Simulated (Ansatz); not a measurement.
Relaxed-ion elastic tensor of TiAl in space group R-3m (No. 166; Al on 3a, Ti on 3b) in GPa (Voigt order), the program Ansatz at the PBEsol level (PAW); density 3.81 g/cm³, 16.31 Å³ per atom.

```json
[
 {"": "1", "1": "164", "2": "79.4", "3": "66.3", "4": "-66.2", "5": "0.0", "6": "0.0"},
 {"": "2", "1": "79.4", "2": "164", "3": "66.3", "4": "66.2", "5": "0.0", "6": "0.0"},
 {"": "3", "1": "66.3", "2": "66.3", "3": "232", "4": "0.0", "5": "0.0", "6": "0.0"},
 {"": "4", "1": "-66.2", "2": "66.2", "3": "0.0", "4": "27.4", "5": "0.0", "6": "0.0"},
 {"": "5", "1": "0.0", "2": "0.0", "3": "0.0", "4": "0.0", "5": "27.4", "6": "-66.2"},
 {"": "6", "1": "0.0", "2": "0.0", "3": "0.0", "4": "0.0", "5": "-66.2", "6": "42.5"}
]
```

Q: Is the crystal mechanically stable?

A: No: the smallest eigenvalue of C is -41.7 GPa.

A made-up cell: these elements were put on the sites of a structure type; neither database checked (COD, Materials Project) lists it. It is not the phase usual at ambient conditions (space group No. 123). The PBEsol relaxation kept the symmetry of its start. At this level the phase is mechanically unstable. The run is not spin-polarised. As this level gives no gap, shear constants depend on the k-mesh and smearing (Fermi–Dirac, 0.1 eV here).

Potentials: the later of the program's two PAW sets.
